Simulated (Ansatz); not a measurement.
**Question.** Name crystals whose computed values (LDA (plane waves, PAW; program Ansatz)) fall in these windows: G_Hill (GPa) 220 to 320; Θ_D (K) 670 to 850; highest Γ mode, no LO–TO term (cm⁻¹) 670 to 920.

**Answer.** 

```tsv
crystal	G_Hill (GPa)	Θ_D (K)	highest Γ mode, no LO–TO term (cm⁻¹)
HfB2, P6/mmm (Hf on 1a, B on 2d)	265	735	831
ReB2, P6_3/mmc (Re on 2c, B on 4f)	294	754	803
NbN, NiAs type	221	768	674
```
Others may fit too.

Not the usual ambient phase: NbN, NiAs type. Standing as an ambient phase not checked: ReB2, P6_3/mmc (Re on 2c, B on 4f). All cells were relaxed under the symmetry of their starts (and spin orders); stability against distortions was not tested throughout. Rows with no word on spin ran without spin polarisation. Spin–orbit coupling is left out wherever it is not named.

Potentials: the later of the program's two PAW sets.
